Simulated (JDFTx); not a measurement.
System: Al(111) (Fm-3m bulk; lattice of mp-134, not re-optimised at this level), (√3×√3)R30° cell of 9 atoms in 3 planes, area 21.19 Å² a face, 4.7 Å between the outermost planes in a cell 23.7 Å high; k mesh 6×6×1, Fermi width 0.01 Ha, no spin polarisation.

Adsorbate: H2O on both faces at 0.33 monolayer, started ontop and relaxed in vacuum, keeping the symmetry of the start.

All numbers are PBE, GBRV ultrasoft potentials, plane waves to 20/100 Ha results from JDFTx (a modified build), not measurements. The adsorption energy per H2O is [E(slab + 2 H2O) − E(slab)]/2 − (E(H2O)), with the gas molecules relaxed at the same level and slab energies taken as (E + F)/2, the usual estimate of zero smearing. These are electronic energies without vibrational corrections. Reconstruction of the substrate beyond this cell is outside the model.

Q: Predict the adsorption energy and the geometry, and the change of the work function.

A: -0.15 eV. O sits 2.27 Å above the highest substrate atom, bound to 1 Al at 2.28 Å; O–H is 0.99 Å. The work function goes from 3.98 to 3.03 eV. In CANDLE, water, 1 M NaCl, at zero charge, the adsorption energy is -0.21 eV and the potential of zero charge moves from -0.76 to -1.77 V vs SHE (4.44 V convention).
